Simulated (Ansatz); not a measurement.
TiO$_{2}$:
Space group I4₁/amd, origin choice 1 (No. 141); a = b = 3.778 Å, c = 9.584 Å, α = β = γ = 90.00°

| atom | site | symmetry | x | y | z |
|---|---|---|---|---|---|
| Ti | 4b | -4m2 | 0.0000 | 0.0000 | 0.5000 |
| O | 8e | 2mm. | 0.0000 | 0.0000 | 0.2927 |
(The calculation used a cell of 6 atoms; values per cell refer to that cell.)

Relaxed with r²SCAN.

Question: Give the optical modes at the zone centre with their infrared activity from DFPT, plane-wave PAW r²SCAN (Ansatz code).

Answer: Transverse frequencies, without the LO–TO term; a row sums one degenerate level.

```
ω (cm⁻¹)  degeneracy  IR ((D/Å)²/amu)     activity  symmetry
--------  ----------  ---------------  -----------  --------
137                2             0.00  IR-inactive        Eg
184                2             0.00  IR-inactive        Eg
238                2           154.59           IR        Eu
336                1            76.95           IR       A2u
384                1             0.00  IR-inactive       B1g
424                2            94.48           IR        Eu
505                1             0.00  IR-inactive       B1g
522                1             0.00  IR-inactive       A1g
547                1             0.00  IR-inactive       B2u
631                2             0.00  IR-inactive        Eg
```

Question: How high does the top mode go among those that the LO–TO term moves?

Answer: 860 cm⁻¹ for q along x, 860 cm⁻¹ for q along y, 729 cm⁻¹ for q along z.

Space group I4_1/amd (anatase). The cell was relaxed with r²SCAN under the symmetry of its start; of distortions, only those at the zone centre were tested. The run is not spin-polarised.

Potentials: the later of the program's two PAW sets.
